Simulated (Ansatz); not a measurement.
K2Pt:
```yaml
crystal:
  lattice:
    - [0.00000, 3.77386, 3.77386]
    - [3.77386, 0.00000, 3.77386]
    - [3.77386, 3.77386, 0.00000]
  atoms:
    - { symbol: K, position: [0.75000, 0.75000, 0.75000] }
    - { symbol: K, position: [0.25000, 0.25000, 0.25000] }
    - { symbol: Pt, position: [0.00000, 0.00000, 0.00000] }
```

Relaxed with r²SCAN. Special points in fractions of this cell's reciprocal vectors: Γ (0.000, 0.000, 0.000); X (0.500, 0.000, 0.500); U (0.625, 0.250, 0.625); K (0.375, 0.375, 0.750); L (0.500, 0.500, 0.500); W (0.500, 0.250, 0.750).

**Question.** List the band energies nearest the valence-band maximum at these points for r²SCAN (plane waves, PAW; program Ansatz).

**Answer.** In eV from the valence-band maximum; about four levels below and three above (degenerate sets whole), none deeper than 8.9 eV; points with the same levels are listed once.

| k | below | above |
|---|---|---|
| Γ | -0.19 -0.19 -0.05 -0.05 -0.05 | 3.79 3.79 3.79 |
| X | -0.31 -0.05 -0.05 0.00 | 1.91 3.97 4.47 4.47 |
| U | -0.24 -0.13 -0.06 -0.05 | 2.44 2.98 4.54 |
| L | -0.15 -0.15 -0.13 -0.06 -0.06 | 1.57 4.49 4.49 |
| W | -0.21 -0.21 -0.06 -0.05 | 2.94 2.94 3.40 |

Space group Fm-3m (fluorite or antifluorite type). The workflow started from a Materials Project entry (that database holds measured and hypothetical structures alike); the Crystallography Open Database copy checked does not list it. Whether it is the stable phase at ambient conditions was not checked. The r²SCAN relaxation kept the symmetry of its start; its stability against distortions is not shown here. The run is not spin-polarised. Spin–orbit coupling is left out wherever it is not named.

Potentials: the later of the program's two PAW sets.
